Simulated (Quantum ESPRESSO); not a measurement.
# Moving one atom in BSi3C3N

These are calculations, not measurements. They come from pw.x of Quantum ESPRESSO 7.5, a plane-wave density functional program, with PseudoDojo standard norm-conserving files (v0.5 for PBE, v0.4.1 for LDA and PBEsol). The cells are made up: elements, strain and atom displacements were drawn at random, and nothing was relaxed. There is no spin polarisation, spin-orbit coupling or dispersion term.

The cell has 8 sites of a zincblende or diamond lattice. Sites 1 to 4 hold B Si Si Si; sites 5 to 8 hold C C N C. Cell vectors in Å: (4.460, 0.029, 0.035); (0.029, 4.524, 0.031); (0.035, 0.031, 4.449). Settings: PBE, cutoff 1143 eV, 4 x 4 x 4 k mesh shifted by half a step, Fermi-Dirac smearing of 0.025 eV.

Each run shifts the C atom on site 8 along y and leaves all else fixed. Site 4 is one of its nearest neighbours. E is the free energy of the cell above the lowest run shown. The last column is band 17 less band 16 at Gamma, from a band step after each run.

| run | shift (Å) | Fy on site 8 (eV/Å) | Fy on site 4 (eV/Å) | P (GPa) | E (meV) | level step at Gamma (eV) |
| --- | --- | --- | --- | --- | --- | --- |
| 1 | -0.0982 | 2.995 | 1.234 | -21.21 | 254.9 | 1.468 |
| 2 | -0.0686 | 2.472 | 1.466 | -21.62 | 174.0 | 1.474 |
| 3 | -0.0601 | 2.322 | 1.530 | -21.73 | 153.7 | 1.476 |
| 4 | -0.0208 | 1.629 | 1.816 | -22.18 | 76.0 | 1.482 |
| 6 | 0.0756 | -0.042 | 2.424 | -22.84 | 0.0 | 1.422 |
| 7 | 0.0937 | -0.349 | 2.523 | -22.90 | 3.5 | 1.385 |
| 5 | -0.0005 | ? | ? | ? | ? | ? |

A rerun of one of these cells at 1437 eV and k mesh 6 x 6 x 6 moved values by no more than 0.004 eV in the cell's energy, 0.03 GPa in stress and 0.004 eV/Å in force.

## Worked fit

A parabola through the six runs shown gives Fy on site 8 = 1.266 - 17.43 u + 1.9 u² eV/Å, with u in Å and a scatter of 0.002 eV/Å. Minus the slope, 17.43 ± 0.07 eV/Å², is this atom's force constant along y at u = 0, with its periodic images moving too. The fitted force vanishes at u = 0.073 Å, where the energy should be lowest along this line. The error is the larger of the fit's own and the change that a cubic makes, rounded up.

## Withheld run

Question: what Fy on site 8 should run 5 give?

The fit gives 1.275 eV/Å. The calculation gave 1.273 eV/Å.

| run | shift (Å) | Fy on site 8 (eV/Å) | Fy on site 4 (eV/Å) | P (GPa) | E (meV) | level step at Gamma (eV) |
| --- | --- | --- | --- | --- | --- | --- |
| 5 | -0.0005 | 1.273 | 1.955 | -22.37 | 46.6 | 1.484 |